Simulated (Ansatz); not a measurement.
## PbSO$_{3}$ squeezed and stretched

A database entry relaxed whole under r2SCAN (P2_1/m):

```
CELL_PARAMETERS angstrom
4.51383 0.00000 0.02016
0.00000 5.34443 0.00000
-1.76722 0.00000 6.10253
ATOMIC_POSITIONS crystal
Pb 0.64405 0.25000 0.27791
Pb 0.35595 0.75000 0.72209
S 0.08784 0.75000 0.17380
S 0.91216 0.25000 0.82620
O 0.73742 0.75000 0.13339
O 0.26258 0.25000 0.86661
O 0.19888 0.52434 0.32573
O 0.80112 0.02434 0.67427
O 0.80112 0.47566 0.67427
O 0.19888 0.97566 0.32573
```

The cell was scaled uniformly, its shape held, and the atoms relaxed at each volume with plane-wave PAW DFT (Ansatz 0.2.0; r2SCAN, 500 eV, 6×6×4 Γ-centred mesh, fermi-dirac occupations of width 0.020 eV; no spin, no spin-orbit coupling). One row is withheld.

```
volume (Å³/atom)  energy over the lowest (meV/atom)  pressure (GPa)
          13.856                               12.2            4.75
          14.151                                  ?               ?
          14.446                                1.2            1.35
          14.741                                0.0           -0.01
          15.035                                1.1           -1.17
          15.330                                4.2           -2.10
          15.625                                8.7           -2.81
```

**Question.** Fit the pressures of the other rows to the third-order Birch-Murnaghan form.

**Answer.** With f = [(V₀/V)^(2/3) − 1]/2 and P = 3B₀f(1 + 2f)^(5/2)[1 + 3(B₀′ − 4)f/2], least squares gives V₀ = 14.74 Å³ an atom, B₀ = 61.2 GPa and B₀′ = 7.8; the rows miss the fit by 0.04 GPa. The slope of the energies differs from these pressures by 0.08 GPa.

**Question.** What does the withheld row hold?

**Answer.** The fit gives 2.89 GPa at 14.151 Å³; the run gave 2.94 GPa and 5.1 meV an atom.

Caveats: the shape of the cell was held, so B₀ is an upper bound where the axes differ in stiffness; 0 K, fixed nuclei; the symmetry was kept, and this need not be the phase that is stable at 0 K; one mesh for all volumes; no dispersion correction, so weakly bound layers stand too far apart; pressure is positive in compression.
